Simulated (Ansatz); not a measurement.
Q: Each is relaxed and computed with LDA in the plane-wave PAW code Ansatz. Which is the only metal?
(A) SiC, zinc blende
(B) Ti3AlC, anti-perovskite
(C) BaTiO3, cubic perovskite
(D) AlN, rock salt

A: B, Ti3AlC, anti-perovskite. Ti3AlC: metal; AlN: gap 4.71 eV (indirect); SiC: gap 1.30 eV (indirect); BaTiO3: gap 1.83 eV (indirect). Not the usual ambient phase: AlN, rock salt; BaTiO3, cubic perovskite. Standing as an ambient phase not checked: Ti3AlC, anti-perovskite. Unstable at this level: BaTiO3, cubic perovskite. All cells were relaxed under the symmetry of their starts (and spin orders); stability against distortions was not tested throughout. Named crystals with no word on spin ran without spin polarisation. Scalar-relativistic: spin–orbit coupling is off unless named, which matters more the heavier the elements.

Potentials: the earlier of the program's two PAW sets. The files were generated under PBE; for other functionals the program regenerates the frozen cores, and for LDA and PBEsol the local potential too.
